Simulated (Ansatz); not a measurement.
## Equation of state of LaGa₃Pd₂

A database entry relaxed whole under r2SCAN (P6/mmm):

```
La Ga Pd
1.0
     5.43921    0.00000    0.00000
    -2.71960    4.71049    0.00000
     0.00000    0.00000    4.30120
La Ga Pd
1 3 2
Direct
  0.00000 0.00000 0.00000
  0.50000 0.00000 0.50000
  0.50000 0.50000 0.50000
  0.00000 0.50000 0.50000
  0.33333 0.66667 0.00000
  0.66667 0.33333 0.00000
```

The cell was scaled uniformly, its shape held, and the atoms relaxed at each volume with plane-wave PAW DFT (Ansatz 0.2.0; r2SCAN, 500 eV, 7×7×8 Γ-centred mesh, fermi-dirac occupations of width 0.100 eV; no spin, no spin-orbit coupling). One row is withheld.

| volume (Å³/atom) | energy over the lowest (meV/atom) | pressure (GPa) |
| --- | --- | --- |
| 17.265 | 26.0 | 8.08 |
| 17.632 | 11.0 | 5.07 |
| 18.000 | 2.6 | 2.39 |
| 18.367 | 0.0 | 0.00 |
| 18.734 | ? | ? |
| 19.102 | 9.7 | -4.01 |
| 19.469 | 21.0 | -5.69 |

Fit the pressures of the other rows to the third-order Birch-Murnaghan form.

With f = [(V₀/V)^(2/3) − 1]/2 and P = 3B₀f(1 + 2f)^(5/2)[1 + 3(B₀′ − 4)f/2], least squares gives V₀ = 18.37 Å³ an atom, B₀ = 112 GPa and B₀′ = 4.8; the rows miss the fit by less than 0.01 GPa. The slope of the energies differs from these pressures by less than 0.05 GPa.

What does the withheld row hold?

The fit gives -2.12 GPa at 18.734 Å³; the run gave -2.12 GPa and 2.6 meV an atom.

Caveats: the shape of the cell was held, so B₀ is an upper bound where the axes differ in stiffness; 0 K, fixed nuclei; the symmetry was kept, and this need not be the phase that is stable at 0 K; one mesh for all volumes; pressure is positive in compression.
